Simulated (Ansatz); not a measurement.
The calculation used Ansatz, DFT PBE, scalar-relativistic, plane waves, PAW. Settings: cutoff 420 eV, Γ-centred meshes spaced at most about 0.3 Å⁻¹, and about 0.25 Å⁻¹ or finer for metals (2π included), Gaussian smearing. No spin polarisation in the final relaxations.

These are static total energies at zero pressure.

Two forms of BiTe3 were relaxed alike.

A.

```
Bi Te
1.0
     5.67127    0.00000    0.00000
    -2.83563    4.91146    0.00000
     0.00000    0.00000    6.00412
Bi Te
1 3
Direct
  0.00000 0.00000 0.00000
  0.33333 0.66667 0.00000
  0.66667 0.33333 0.00000
  0.00000 0.00000 0.50000
```

B.

```
Bi Te
1.0
     4.89788    0.00000    0.00000
     0.00000    4.89788    0.00000
     0.00000    0.00000    4.89788
Bi Te
1 3
Direct
  0.00000 0.00000 0.00000
  0.00000 0.50000 0.50000
  0.50000 0.00000 0.50000
  0.50000 0.50000 0.00000
```

**Question.** Which would you expect to be lower, and how large is the difference?

**Answer.** B is lower, by 109 meV/atom. A has the anti-Li3N type, space group P6/mmm (No. 191), 41.8 Å³/atom and no gap on its mesh; B has the Cu3Au (L1_2) type, space group Pm-3m (No. 221), 29.4 Å³/atom and no gap. Counting Te atoms around Bi (those within 1.25 times the shortest such distance or 1.15 times the sum of covalent radii, 1.27 where that leaves under three; a plus sign parts nearer from farther groups; the shortest distance is added where it exceeds 1.18 times the sum of covalent radii), A has Bi 2+6 and B has Bi 12 from 3.5 Å. The denser one is the lower, and pressure would at first widen the difference. Even the lower one lies +0.32 eV/atom against the reference forms of the elements (uncorrected), so neither is stable at this level. In A, Bi has 2 Te at 3.00 Å and 6 Te at 3.27 Å; Te on a site of symmetry -6m2 is surrounded by 3 Bi at 3.27 Å and 3 Te at 3.27 Å; Te on a site of symmetry 6/mmm is surrounded by 2 Bi at 3.00 Å. In B, around Bi lie 12 Te at 3.46 Å; Te has 4 Bi at 3.46 Å and 8 Te at 3.46 Å. Both come from invented guesses. A third cell relaxed alike, in P6_3/mmc, lies 236 meV/atom below the lower of the two.

Spin–orbit coupling, which can matter for Bi and Te, is left out. In P6/mmm, Pm-3m an odd number of electrons in the primitive cell allows no gap without spin; a larger cell or a magnetic state could open one. A magnetic state wasn't ruled out in cells without spin, among them P6/mmm, Pm-3m. Cells relaxed within their symmetry can be saddle points.
